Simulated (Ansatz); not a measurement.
**Te4Pt3: short molecular dynamics at 300 K**

The calculation used DFT PBEsol, scalar-relativistic, plane waves, PAW (Ansatz 0.2.0). Settings: plane waves to 420 eV, k-mesh 4×4×2 (shifted by 0.5, 0.5, 0.5 steps), Fermi–Dirac smearing 0.05 eV. The mesh is coarse. Spin–orbit coupling is left out, which matters for the heavy elements here. No spin polarisation.

21 atoms, starting at 1.03 times the perfect crystal's volume (space group R-3m); Langevin thermostat at 300 K (friction 0.02 fs⁻¹), fixed cell; 32 steps of 3 fs. The run is short and not equilibrated. The crystal has no gap, and so coarse a mesh can leave errors of tens of meV/atom and of a GPa or more.

First frame:

```
Te Pt
1.0
     0.00000   -6.98903    0.00000
     6.05268   -3.49452    0.00000
     0.00000   -2.32968   11.84448
Te Pt
12 9
Direct
  0.22146 0.66667 0.33562
  0.88813 0.33333 0.33562
  0.55479 0.00000 0.33562
  0.11187 0.66667 0.66438
  0.77854 0.33333 0.66438
  0.44521 0.00000 0.66438
  0.37219 0.66667 0.88343
  0.03886 0.33333 0.88343
  0.70552 0.00000 0.88343
  0.96114 0.66667 0.11657
  0.62781 0.33333 0.11657
  0.29448 0.00000 0.11657
  0.66667 0.66667 0.00000
  0.33333 0.33333 0.00000
  0.00000 0.00000 0.00000
  0.52035 0.66667 0.43895
  0.18702 0.33333 0.43895
  0.85368 0.00000 0.43895
  0.81298 0.66667 0.56105
  0.47965 0.33333 0.56105
  0.14632 0.00000 0.56105
```

```yaml
Mean_temperature_over_the_second_half: 247 K
Mean_pressure_over_the_second_half_kinetic_part_included: -2.4 GPa
Mean_potential_energy_above_the_perfect_crystal_relaxed_at_volume_ratio_1;_besides_heat_the_difference_comes_from_the_volume_3_%_larger;_the_free_energy_holds_the_electrons'_entropy: 43 meV/atom
Mean-square_drift_of_Pt_from_first_to_last_step_mean_shift_of_all_atoms_removed: 0.01 Å²
Mean-square_drift_of_Te_from_first_to_last_step_mean_shift_of_all_atoms_removed: 0.02 Å²
```

Along the run (potential energy from its first value; pressure with the kinetic part):

| t (fs) | T (K) | ΔE_pot (meV/atom) | P (GPa) |
| --- | --- | --- | --- |
| 0.0 | 286 | 0.0 | -3.2 |
| 3.0 | 303 | 0.4 | -3.2 |
| 6.0 | 314 | 1.2 | -3.3 |
| 9.0 | 352 | 2.3 | -3.2 |
| 12.0 | 331 | 3.7 | -3.2 |
| 15.0 | 325 | 5.4 | -3.2 |
| 18.0 | 296 | 7.2 | -3.2 |
| 21.0 | 288 | 9.2 | -3.2 |
| 24.0 | 253 | 11.2 | -3.1 |
| 27.0 | 236 | 13.3 | -3.1 |
| 30.0 | 234 | 15.3 | -3.1 |
| 33.0 | 209 | 17.3 | -3.0 |
| 36.0 | 202 | 19.2 | -3.0 |
| 39.0 | 207 | 21.1 | -2.9 |
| 42.0 | 182 | 22.7 | -2.9 |
| 45.0 | 171 | 24.0 | -2.8 |
| 48.0 | 188 | 25.3 | -2.8 |
| 51.0 | 205 | 26.4 | -2.8 |
| 54.0 | 202 | 27.5 | -2.7 |
| 57.0 | 255 | 28.7 | -2.7 |
| 60.0 | 265 | 30.3 | -2.6 |
| 63.0 | 261 | 32.2 | -2.6 |
| 66.0 | 245 | 34.1 | -2.5 |
| 69.0 | 242 | 35.7 | -2.5 |
| 72.0 | 242 | 37.0 | -2.4 |
| 75.0 | 261 | 38.0 | -2.3 |
| 78.0 | 246 | 38.8 | -2.3 |
| 81.0 | 246 | 39.6 | -2.2 |
| 84.0 | 248 | 40.1 | -2.2 |
| 87.0 | 247 | 40.3 | -2.1 |
| 90.0 | 263 | 40.5 | -2.1 |
| 93.0 | 282 | 40.7 | -2.0 |
| 96.0 | 296 | 40.6 | -2.0 |

Cost: 1 run of about 110 core-minutes (earlier runs that led there not counted), on Arm Neoverse V1 (shared hosts).